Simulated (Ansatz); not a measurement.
Input:

CaO (rock salt, Fm-3m), a = b = c = 4.831 Å, α = β = γ = 90.00°; the cell used has 2 atoms.

This is the PBE-relaxed structure.

All from plane-wave PAW PBE (Ansatz code), unless another level is named. Give the band gap.

3.66 eV (indirect).

Next, the hole effective mass, band 2 of 3 at the edge?

2.9 along [100], 1.1 along [110], 1.4 along [111] (mₑ).

What about the weight of the valence-edge state by species (Voronoi cells)?

O 96 %, Ca 4 %.

Predict the weight of the conduction-edge state by species (Voronoi cells).

Ca 71 %, O 29 %.

Give the valence-band maximum.

at Γ.

The cell was relaxed with PBE under the symmetry of its start.

Potentials: the later of the program's two PAW sets.
